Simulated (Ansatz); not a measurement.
GaN (zinc blende, F-43m), DFT-PBE in the program Ansatz with PAW potentials. The conduction-band minimum lies at Γ, with 1 equivalent valley. Second derivatives d²E/dk² of the lowest band at one valley (eV·Å²), along Cartesian directions:

```tsv
direction	d²E/dk²
[100]	53.88
[010]	53.88
[001]	53.88
[110]	53.85
[101]	53.85
[011]	53.85
```

Question: Find the principal effective masses, the density-of-states mass and the conductivity mass.

Answer: Off-diagonal terms follow from H_xy = H[110] − (H_xx + H_yy)/2, and m*/mₑ = 7.620 eV·Å² over each eigenvalue: 0.14, 0.14, 0.14. One valley's DOS mass (m₁m₂m₃)^(1/3) = 0.14, conductivity mass 3/(Σ 1/mᵢ) = 0.14 mₑ.

Question: What effective density of states Nc follows at 300 K for parabolic valleys?

Answer: Nc = 2.509e19 × 1 × (0.14)^(3/2) ≈ 1.3e18 cm⁻³.

Question: With the computed static dielectric constant 11.0 (mean of the diagonal), estimate a hydrogenic donor's binding energy and radius.

Answer: E = 13.606 eV × 0.14/11.0² ≈ 16 meV; a = 0.529 Å × ε/m* ≈ 42 Å. Semilocal masses tend to be too small where the gap is.

Question: With ε∞ = 6.15 and ω_LO = 691 cm⁻¹, what Fröhlich coupling constant follows?

Answer: α = (1/ε∞ − 1/ε0) √(m* × 13.606 eV/ħω_LO) = 0.34.

The cell was relaxed with PBE under the symmetry of its start; phonons on a q-mesh show no instability. Scalar-relativistic: spin–orbit coupling is off unless named, which matters more the heavier the elements.

Potentials: the later of the program's two PAW sets.
